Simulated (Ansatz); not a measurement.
# Property card for Ta5Ru

Level of theory: DFT PBE, scalar-relativistic, plane waves, PAW (Ansatz 0.2.0).

Settings: cutoff 420 eV, Γ-centred mesh 12×12×4 on the computed 6-atom cell, Gaussian smearing of 0.10 eV; no spin polarisation.

The structure is relaxed at this level of theory with its symmetry kept, and needn't be the ground state of this composition.

```
Ta Ru
1.0
     3.23966    0.00000    0.00000
     0.00000    3.23966    0.00000
     0.00000    0.00000    9.97194
Ta Ru
5 1
Direct
  0.00000 0.00000 0.16987
  0.50000 0.50000 0.34131
  0.50000 0.50000 0.65869
  0.00000 0.00000 0.83013
  0.50000 0.50000 0.00000
  0.00000 0.00000 0.50000
```

Q: Formation energy from the elements' standard states (uncorrected)?

A: -0.185 eV/atom.

Q: Kohn–Sham band gap?

A: none (metal).

Q: Density of states at the Fermi level?

A: 4.6 states/eV per cell.

Q: Orbital (Löwdin) character within 0.5 eV of the Fermi level?

A: Ta 5d 76 %, Ru 4d 10 %, unprojected 6 %.

Q: Bader charge by site (e)?

A: Ta (2 in the cell) 0.04, Ta (2 in the cell) 0.51, Ta (1 in the cell) 0.03, Ru (1 in the cell) -1.14.

Spin-orbit coupling is left out, which matters for the bands of heavy elements.

The cell was found from a structure generator's guess, not taken from experiment. Löwdin shares on free-atom orbitals overweight diffuse shells.
